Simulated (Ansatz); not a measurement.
Geometry optimisation in Ansatz: input, command and trajectory.

```yaml
crystal:
  lattice:
    - [2.5693060867, 0.0, 0.0]
    - [-1.2846530434, 2.2531788404, 0.0]
    - [0.0, 0.0, 5.0031827129]
  atoms:
    - { symbol: Zn, position: [0.3333333333, 0.6666666667, 0.25] }
    - { symbol: Zn, position: [0.6666666667, 0.3333333333, 0.75] }
basis:
  ecutwfc: 500
kpoints:
  mp_grid: { grid: [24, 24, 10] }
hamiltonian:
  xc: r2scan
scf:
  occupations: { method: gaussian, width: 0.1 }
output:
  forces: true
  stress: true
  eigenvalues: true
relax:
  adjacent_minimum: "off"
  f_tol: 0.008
  max_steps: 40
  cell: { stress_tol: 0.015, fix: [a, angles] }
```

```bash
ansatz run input.yaml --threads 1 --pin off --max-ram 2560MiB --backend cpu --events-out ev --progress --plain --runs-dir out
```

These are results of Ansatz, DFT r2SCAN, scalar-relativistic, plane waves, PAW, not measurements.

Of 4 frames 3 are shown, positions in Å and forces in eV/Å; the SCF threshold varies from step to step. Steps run on the plane waves of an earlier cell, with a Pulay correction in the pressure. The basis is chosen afresh for the last frame, the zero of the energies, and at times for earlier ones too; energy and pressure can step there, also at an unchanged geometry. Where two frames share a geometry here, they differ by under 2 meV/atom and 0.3 GPa.

```xyz
2
Lattice="2.5693 0.0000 0.0000 -1.2847 2.2532 0.0000 0.0000 0.0000 5.0032" Properties=species:S:1:pos:R:3:forces:R:3 pbc="T T T" step=1 free_energy_over_end_meV_per_atom=0.04 pressure_GPa=0.75
Zn    0.0000    1.5021    1.2508    0.0000    0.0001    0.0000
Zn    1.2847    0.7511    3.7524    0.0000   -0.0001    0.0000
2
Lattice="2.5693 -0.0001 0.0000 -1.2847 2.2535 0.0000 0.0000 0.0000 4.9946" Properties=species:S:1:pos:R:3:forces:R:3 pbc="T T T" step=2 free_energy_over_end_meV_per_atom=0.00 pressure_GPa=0.84
Zn    0.0000    1.5024    1.2487    0.0000   -0.0001    0.0000
Zn    1.2846    0.7510    3.7460    0.0000    0.0001    0.0000
2
Lattice="2.5693 -0.0005 0.0000 -1.2851 2.2549 0.0000 0.0000 0.0000 4.9873" Properties=species:S:1:pos:R:3:forces:R:3 pbc="T T T" step=4 free_energy_over_end_meV_per_atom=0.00 pressure_GPa=0.87
Zn   -0.0002    1.5032    1.2468    0.0000   -0.0001    0.0000
Zn    1.2845    0.7512    3.7405    0.0000    0.0001    0.0000
```

Time: 7.1 min on 1 thread of Arm Neoverse V1, with other jobs on the host, peak memory 1.2 GiB.